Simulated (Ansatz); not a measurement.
BN:
```cif
data_BN
_chemical_formula_sum 'B1 N1'
_space_group_name_H-M_alt 'Pm-3m'
_space_group_IT_number 221
_space_group_name_Hall '-P 4 2 3'
_cell_length_a 2.30042
_cell_length_b 2.30042
_cell_length_c 2.30042
_cell_angle_alpha 90.000
_cell_angle_beta 90.000
_cell_angle_gamma 90.000
loop_
_atom_site_label
_atom_site_type_symbol
_atom_site_symmetry_multiplicity
_atom_site_Wyckoff_symbol
_atom_site_fract_x
_atom_site_fract_y
_atom_site_fract_z
_atom_site_occupancy
B1 B 1 a 0.00000 0.00000 0.00000 1
N1 N 1 b 0.50000 0.50000 0.50000 1
```

Relaxed with PBEsol.

Question: Decompose the optical modes at the zone centre into irreducible representations, and say which are infrared and Raman allowed.

Answer: Point group m-3m: Γ_opt = T1u. Infrared: T1u. Raman: none.

Question: Assign frequencies (DFPT, the program Ansatz at the PBEsol level (PAW)).

Answer: T1u 774i cm⁻¹.

The start of the workflow was typed in or built on a structure type; neither database checked (COD, Materials Project) lists it. It is not the phase usual at ambient conditions (space group No. 186, 194, 216). The PBEsol relaxation kept the symmetry of its start. At this level the phase is dynamically unstable (imaginary phonons). The volume moved by 29 % from the start of the relaxation. Its formation energy is positive at this level, so the cell may be metastable or incomplete. As this level gives no gap, phonon frequencies hold no LO–TO term and depend on the k-mesh and smearing (Fermi–Dirac, 0.1 eV here).

Potentials: the later of the program's two PAW sets.
